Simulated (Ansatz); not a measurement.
A: Zr (hcp, Mg type), a = 3.232 Å, b = 3.232 Å, c = 5.174 Å, α = 90.00°, β = 90.00°, γ = 120.00°
B: Ga₂O₃ (corundum), a = b = 5.058 Å, c = 13.624 Å, α = β = 90.00°, γ = 120.00°
C: CdSe (wurtzite), a = 4.383 Å, b = 4.383 Å, c = 7.155 Å, α = 90.00°, β = 90.00°, γ = 120.00°
D: WC (WC type, space group P-6m2), a = 2.922 Å, b = 2.922 Å, c = 2.847 Å, α = 90.00°, β = 90.00°, γ = 120.00°
E: TiSi₂ (C54 type, space group Fddd), a = 4.806 Å, b = 8.265 Å, c = 8.565 Å, α = β = γ = 90.00°

Scan: energy against volume (even scaling of the relaxed cell, symmetry kept). One method and one kind of scan serve all of them; meshes and ranges differ. All were relaxed with their symmetry unable to fall. Spin-orbit coupling is left out. The PAW data are Ansatz's earlier set. TiSi2 is run without spin polarisation. WC is run without spin polarisation. Zr is run without spin polarisation.

Problem. Put the candidates in order of bulk modulus at fixed cell shape (fitted), lowest first, for PBE (plane waves to 420 eV, PAW, scalar-relativistic; Ansatz, a program for electronic structure).

Solution. C (44.6 GPa), A (93.8 GPa), E (143 GPa), B (200 GPa), D (386 GPa)

(A scan under strain: stresses follow from slopes of the energy per volume, elastic moduli from its curvatures.)
